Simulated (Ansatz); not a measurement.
AgI (rock salt, Fm-3m), DFT-LDA in the program Ansatz with PAW potentials: ε∞ = 8.76, cell volume 51.34 Å³. Infrared-active transverse modes:

```tsv
ω_TO (cm⁻¹)	oscillator strength S_xx (e²/amu)
74.4	0.04716
```

Problem. Compute the static dielectric constant.

Solution. Each mode adds (4.921e7/V) S/ω²: 8.17. So ε0 = 16.9.

Problem. What LO frequency does the Lyddane–Sachs–Teller relation give?

Solution. ω_LO = ω_TO √(ε0/ε∞) = 103 cm⁻¹.

This is a known high-pressure phase of the composition, computed here at zero pressure and temperature. The cell was relaxed with LDA under the symmetry of its start; phonons on a q-mesh show weakly imaginary modes. The run is not spin-polarised. Scalar-relativistic: spin–orbit coupling is off unless named, which matters more the heavier the elements.

Potentials: the later of the program's two PAW sets.
